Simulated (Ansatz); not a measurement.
Fields on a plane of Cu (fcc, Cu type)

```
CELL_PARAMETERS angstrom
      0.00000     1.78189     1.78189
      1.78189     0.00000     1.78189
      1.78189     1.78189     0.00000
ATOMIC_POSITIONS crystal
  Cu 0.00000 0.00000 0.00000
```

The slice is a {111} plane (indices of the conventional cell) through the point (0.000, 0.000, 0.000) (fractional), spanned by u = [100] and v = [-1 2 0] in vectors of this cell: u (2.52 Å) and v (4.36 Å, at 90° to u). It covers one period; positions are fractions (u, v).

Atoms on it: Cu at (0.00, 0.00); Cu at (0.50, 0.50).

Method: PBEsol (plane waves to 420 eV, PAW, scalar-relativistic; Ansatz, an electronic-structure program). k mesh 22×22×22. These are valence fields of a PAW run, semicore shells included where kept as valence: close to a nucleus they are smooth pseudo fields. Cu is run without spin polarisation. Cu was relaxed with its symmetry unable to fall.

```
|999988665533220000000000223355668899|
|888877664433110000000000113344667788|
|777766553322110000000000112233556677|
|555544332211000000000000001122334455|
|333333221111000000000000001111223333|
|222211110000000000000000000000111122|
|111100000000000000000000000000000011|
|000000000000000000000000000000000000|
|000000000000000011111100000000000000|
|000000000000111122222211110000000000|
|000000001111223333333333221111000000|
|000000001122334455555544332211000000|
|000000112233556677777766553322110000|
|000000113344667788888877664433110000|
|000000223355668899999988665533220000|
|000011223355778899999988775533221100|
|000000223355668899999988665533220000|
|000000113344667788888877664433110000|
|000000112233556677777766553322110000|
|000000001122334455555544332211000000|
|000000001111223333333333221111000000|
|000000000000111122222211110000000000|
|000000000000000011111100000000000000|
|000000000000000000000000000000000000|
|111100000000000000000000000000000011|
|222211110000000000000000000000111122|
|333333221111000000000000001111223333|
|555544332211000000000000001122334455|
|777766553322110000000000112233556677|
|888877664433110000000000113344667788|
|999988665533220000000000223355668899|
|999988775533221100000011223355778899|
```
Scale: ten equal steps from -0.63 (start of '0') to 1.85 (end of '9'), in the order '0123456789'. Values: log₁₀ of the valence density in e/Å³. The map has 18 points along u (two characters each, u = 0 at the left) and 32 along v (v = 0 in the bottom row). The scale is logarithmic, as a density can span decades between atoms and voids.

```
|xxxxxxxxxxxxxxxx556655xxxxxxxxxxxxxx|
|xxxxxxxxxxxxxx1166776600xxxxxxxxxxxx|
|xxxxxxxxxxxxxx3377887733xxxxxxxxxxxx|
|xxxxxxxxxxxx00668899886600xxxxxxxxxx|
|xxxxxxxxxxxx44779999997744xxxxxxxxxx|
|xxxxxxxxxx336688999999886633xxxxxxxx|
|xxxxxx22446677778888887777664422xxxx|
|445555666666665555445555666666665555|
|88887777664422xxxxxxxxxx224466777788|
|9999886633xxxxxxxxxxxxxxxxxx33668899|
|99997744xxxxxxxxxxxxxxxxxxxxxx447799|
|99886600xxxxxxxxxxxxxxxxxxxxxx006688|
|887733xxxxxxxxxxxxxxxxxxxxxxxxxx3377|
|776611xxxxxxxxxxxxxxxxxxxxxxxxxx0066|
|6655xxxxxxxxxxxxxxxxxxxxxxxxxxxxxx55|
|6644xxxxxxxxxxxxxxxxxxxxxxxxxxxxxx44|
|6655xxxxxxxxxxxxxxxxxxxxxxxxxxxxxx55|
|776600xxxxxxxxxxxxxxxxxxxxxxxxxx1166|
|887733xxxxxxxxxxxxxxxxxxxxxxxxxx3377|
|99886600xxxxxxxxxxxxxxxxxxxxxx006688|
|99997744xxxxxxxxxxxxxxxxxxxxxx447799|
|9999886633xxxxxxxxxxxxxxxxxx33668899|
|88887777664422xxxxxxxxxx224466777788|
|445555666666665555445555666666665555|
|xxxxxx22446677778888887777664422xxxx|
|xxxxxxxxxx336688999999886633xxxxxxxx|
|xxxxxxxxxxxx44779999997744xxxxxxxxxx|
|xxxxxxxxxxxx00668899886600xxxxxxxxxx|
|xxxxxxxxxxxxxx3377887733xxxxxxxxxxxx|
|xxxxxxxxxxxxxx0066776611xxxxxxxxxxxx|
|xxxxxxxxxxxxxxxx556655xxxxxxxxxxxxxx|
|xxxxxxxxxxxxxxxx446644xxxxxxxxxxxxxx|
```
Scale: ten equal steps from 4.96 (start of '0') to 10.19 (end of '9'), in the order '0123456789'. Values: electrostatic potential energy of an electron, from the cell's mean, in eV. The map has 18 points along u (two characters each, u = 0 at the left) and 32 along v (v = 0 in the bottom row). Points within 1 Å of a nucleus are blanked (x), as the pseudised field means little there. The zero, the cell's mean, hangs on the PAW cores.

The density on the Cu–Cu line (2.52 Å) at its midpoint is 0.29 e/Å³ and the ELF at that point is 0.22.
